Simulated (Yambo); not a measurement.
Yambo run on BaO2 (space group I4/mmm, No. 139). The wavefunctions are norm-conserving PBEsol (Quantum ESPRESSO, 84 Ry, with spin-orbit coupling) ones on a 4×4×4 mesh (22 occupied bands); a = b = c = 4.3014 Å, α = β = 128.00°, γ = 76.63°.

Yambo input:

```
rim_cut
gw0
dyson
el_el_corr
HF_and_locXC
ppa
em1d
RandQpts= 1000000
RandGvec= 1 Ry
EXXRLvcs= 84 Ry
VXCRLvcs= 336 Ry
Chimod= "HARTREE"
% BndsRnXp
 1 | 150 |
%
NGsBlkXp= 1 Ry
% LongDrXp
 1.0 | 1.0 | 1.0 |
%
PPAPntXp= 27.2114 eV
% GbndRnge
 1 | 150 |
%
GTermKind= "BG"
DysSolver= "n"
ExtendOut
% QPkrange
 13 | 13 | 22 | 23 |
%
```

k points by index: 13 = Z.

The o-*.qp file then holds:

```
#    K-point    Band    Eo [eV]    E [eV]    E-Eo [eV]    Vxc [eV]    Vnlxc [eV]    Sc|Eo [eV]    Sc|E [eV]    dSc/dw|Eo [eV]    Re(Z)    Im(Z)
#
    13    22    0.000000    -1.491637    -1.491637    -19.93905    -25.63697    3.907855    4.206278    -5.443558    0.833299    -0.001120
    13    23    2.057889    2.896229    0.838340    -9.222810    -4.587954    -3.667220    -3.796515    -4.196344    0.866391    -0.805197E-3
```
(The two width columns are left out.) Convergence of these settings isn't established.

Geometry relaxed with PBEsol.
